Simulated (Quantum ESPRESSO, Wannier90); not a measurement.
# Wannier functions of AgRhO₂ (R-3m)

```
begin unit_cell_cart
ang
   -1.5592199437    2.7006481626    0.0000000000
   -3.1184398873    0.0000000000    0.0000000000
   -1.5592199437    0.9002160542    6.3331230000
end unit_cell_cart
begin atoms_frac
Ag   0.0000000000  0.0000000000  0.0000000000
Rh   0.5000000000  0.5000000000  0.5000000000
O    0.1130230000  0.1130230000 -0.3390690000
O   -0.1130230000 -0.1130230000  0.3390690000
end atoms_frac
```

Cell from Materials Project (mp-1018033), symmetrised, no further relaxation. Not found in the COD (Crystallography Open Database) copy used; not checked further. Computed values, not measurements, from PBEsol: Quantum ESPRESSO (norm-conserving PseudoDojo potentials, cutoff 71 Ry, spinors with spin-orbit coupling) on a Γ-centred 6×6×6 mesh, then Wannier90. Density: 12×12×12 mesh, Gaussian smearing 0.01 Ry.

A tight-binding model is made by disentanglement and projection with no localisation steps (num_iter = 0), so the 32 orbitals stay atom-like: hydrogen-like Ag: d; Rh: d; O: p, axes along x, y, z; frozen window up to 1.95 eV relative to the valence-band maximum. It follows pw.x to 46 meV rms for states up to 1.4 eV relative to the valence-band maximum. Matrix elements depend on this choice of orbitals and windows.

The 20 largest hoppings ⟨m,0|H|n,R⟩ between different sites (one of each Hermitian pair; signs follow the real orbitals' lobes; the list may end inside a set of equal values):

```
m                   n      R  distance of the centres (Å)  t (eV)  Im t (eV)
-----------  --------  -----  ---------------------------  ------  ---------
Rh2 dyz↑       O4 py↑  0 1 0                         2.00  -1.532      0.000
Rh2 dyz↑       O3 py↑  1 0 1                         2.00   1.532      0.000
Rh2 dyz↓       O4 py↓  0 1 0                         2.00  -1.532      0.000
Rh2 dyz↓       O3 py↓  1 0 1                         2.00   1.532      0.000
O3 pz↓       Ag1 dz2↓  0 0 0                         1.98  -1.185      0.000
O4 pz↑       Ag1 dz2↑  0 0 0                         1.98   1.185      0.000
O3 pz↑       Ag1 dz2↑  0 0 0                         1.98  -1.185      0.000
O4 pz↓       Ag1 dz2↓  0 0 0                         1.98   1.185      0.000
Rh2 dxz↓       O3 px↓  0 1 1                         2.02   1.012      0.014
Rh2 dxz↓       O3 px↓  0 0 1                         2.02   1.012     -0.014
Rh2 dxz↓       O4 px↓  1 0 0                         2.02  -1.012     -0.014
Rh2 dxz↓       O4 px↓  1 1 0                         2.02  -1.012      0.014
Rh2 dxz↑       O3 px↑  0 1 1                         2.02   1.012     -0.014
Rh2 dxz↑       O4 px↑  1 0 0                         2.02  -1.012      0.014
Rh2 dxz↑       O3 px↑  0 0 1                         2.02   1.012      0.014
Rh2 dxz↑       O4 px↑  1 1 0                         2.02  -1.012     -0.014
Rh2 dx2-y2↑    O4 pz↑  0 1 0                         2.15   0.929      0.000
Rh2 dx2-y2↓    O4 pz↓  0 1 0                         2.16   0.928     -0.001
Rh2 dx2-y2↓    O3 pz↓  1 0 1                         2.15  -0.926     -0.001
Rh2 dx2-y2↑    O3 pz↑  1 0 1                         2.16  -0.926      0.000
```
